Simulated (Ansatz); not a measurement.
**Question.** SnRu3C (anti-perovskite, space group No. 221) is relaxed with plane-wave PAW r²SCAN (Ansatz code). What lattice parameters of the conventional cell result?

**Answer.** a = 4.066 Å.

**Question.** Is it a metal or does it have a gap at this level?

**Answer.** No gap at this level.

Space group Pm-3m (anti-perovskite). The start of the workflow was typed in or built on a structure type; neither database checked (COD, Materials Project) lists it. Its standing as an ambient phase is unchecked. The r²SCAN relaxation kept the symmetry of its start; whether a distortion lowers the energy is not shown. The run is not spin-polarised. Scalar-relativistic: spin–orbit coupling is off unless named, which matters more the heavier the elements.

Potentials: the later of the program's two PAW sets.
